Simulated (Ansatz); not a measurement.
Here is the system:

Starting cell, Ga (space group Cmce):

```yaml
crystal:
  lattice:
    - [4.57459, -7.73991, 0.00000]
    - [4.57459, 0.00000, 0.00000]
    - [0.00000, 0.00000, 4.58772]
  atoms:
    - { symbol: Ga, position: [0.65632, 0.84368, 0.91773] }
    - { symbol: Ga, position: [0.15632, 0.84368, 0.91773] }
    - { symbol: Ga, position: [0.34368, 0.15632, 0.08227] }
    - { symbol: Ga, position: [0.84368, 0.15632, 0.08227] }
    - { symbol: Ga, position: [0.84368, 0.65632, 0.41773] }
    - { symbol: Ga, position: [0.34368, 0.65632, 0.41773] }
    - { symbol: Ga, position: [0.15632, 0.34368, 0.58227] }
    - { symbol: Ga, position: [0.65632, 0.34368, 0.58227] }
```

A phonon eigenvector at Y = (0.5, 0.5, 0.0) is frozen into this cell: atom i moves by Q times the vector below, so Q is the largest atomic displacement, in Å. The cell is held. (q is in reciprocal vectors of the primitive cell; the cell shown is doubled to hold the pattern.)

```tsv
atom	x	y	z
Ga1	0.000	0.249	-0.968
Ga2	0.000	-0.249	0.968
Ga3	0.000	-0.249	0.968
Ga4	0.000	0.249	-0.968
Ga5	0.000	-0.249	-0.968
Ga6	0.000	0.249	0.968
Ga7	0.000	0.249	0.968
Ga8	0.000	-0.249	-0.968
```

All values below come from PBE (plane waves to 420 eV, PAW, scalar-relativistic; Ansatz, an electronic-structure program). k mesh 6×12×10 (Γ-centred), Fermi-Dirac smearing 0.05 eV. E stands for the smeared free energy. With partly filled bands, energies and forces of such displacements shift with the k mesh and the smearing. Ga was relaxed with its symmetry unable to fall. The zero of ΔE is the undisplaced structure.

The scan covers Q from -0.100 to 0.100 Å in 13 points.

Which space group does the distorted structure have?

Pbam (No. 55), lowered from Cmce.

What is the energy change at Q = 0.100 Å?

12.2 meV/cell.

What harmonic wavenumber does the curvature at Q = 0 give?

34 cm⁻¹.

(A displaced cell: forces are minus the slopes of the energy, force constants its curvatures, and phonons follow from these.)
